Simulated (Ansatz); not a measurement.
# W: clamped-ion strain scan

Computed with DFT r2SCAN, scalar-relativistic, plane waves, PAW (Ansatz). Cutoff 500 eV, Γ-centred 20×20×20 k-points, Gaussian smearing of 0.15 eV. Spin–orbit coupling is left out, which can shift energies with elements as heavy as these. No spin polarisation. Energies are free energies at this smearing, counted from the undisturbed cell; pressure is positive in compression.

Zero of the scan (as given, not relaxed at this level; it stands at -8.8 GPa; this fcc form isn't the usual structure):

```xyz
1
Lattice="0.0000 2.0300 2.0300 2.0300 0.0000 2.0300 2.0300 2.0300 0.0000" Properties=species:S:1:pos:R:3 pbc="T T T"
W     0.0000    0.0000    0.0000
```

The cell is strained by ε times the Voigt pattern (0, 1, 0, 0, 0, 0) (xx, yy, zz, yz, xz, xy; engineering shear) with fractional coordinates fixed. The cell is metallic on the mesh throughout. At -9 GPa the given cell is far from its own equilibrium, so these figures belong to a strongly strained crystal.

| ε | ΔE (meV/atom) |
| --- | --- |
| -0.1500 | -16.5 |
| -0.1125 | -62.5 |
| -0.0750 | -62.9 |
| -0.0375 | -36.4 |
| 0.0000 | 0.0 |
| 0.0375 | 35.2 |
| 0.0750 | 84.7 |
| 0.1125 | 157.0 |
| 0.1312 | 203.6 |
| 0.1500 | 257.2 |

(1) Predict the pressure (GPa) at each point.

## Answers

(1)
```
      ε  pressure (GPa)
-0.1500            49.6
-0.1125            30.7
-0.0750            15.0
-0.0375             2.0
 0.0000            -8.8
 0.0375           -17.9
 0.0750           -25.3
 0.1125           -31.4
 0.1312           -33.9
 0.1500           -36.2
```